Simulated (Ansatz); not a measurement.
**Question.** Name crystals whose computed values (the program Ansatz at the r²SCAN level (PAW)) fall in these windows: B₀ by P(V) fit (GPa) 32 to 42; gap (eV) 1.1 to 1.6; electron conductivity mass (mₑ) 0.48 to 0.62.

**Answer.** 

```csv
crystal,B₀ by P(V) fit (GPa),gap (eV),electron conductivity mass (mₑ)
"Pb3O4, Pbam (Pb on 4g, Pb on 2d, O on 4g, O on 4h)",38.4,1.35,0.56
```
Others may fit too.

Standing as an ambient phase not checked: Pb3O4, Pbam (Pb on 4g, Pb on 2d, O on 4g, O on 4h). The cell was relaxed under the symmetry of its start. Spin–orbit coupling is left out wherever it is not named.

Potentials: the later of the program's two PAW sets.
